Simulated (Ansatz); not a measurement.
The relaxed structure here is a generated cell of CdS: the first start was made by placing the elements on the sites of a structure type, and the end was not matched to a known phase here, so it may be hypothetical. Known forms of CdS include space group No. 186, 216.

One stationary structure of CdS. Space group P6₃/mmc (No. 194), NiAs type. Method: r2SCAN (plane waves to 500 eV, PAW, scalar-relativistic; Ansatz, a first-principles code).

```xyz
4
Lattice="3.8413 0.0000 0.0000 -1.9207 3.3267 0.0000 0.0000 0.0000 6.4487" Properties=species:S:1:pos:R:3 pbc="T T T"
Cd     0.0000     0.0000     3.2243
Cd     0.0000     0.0000     0.0000
S      1.9207     1.1089     1.6122
S      0.0000     2.2178     4.8365
```

Question: What is the computed band gap (r2SCAN)?

Answer: 1.25 eV, direct at Γ (no spin-orbit coupling).

No spin polarisation in the result.

The run could not lose the symmetry of its start, so the end can be a saddle point.
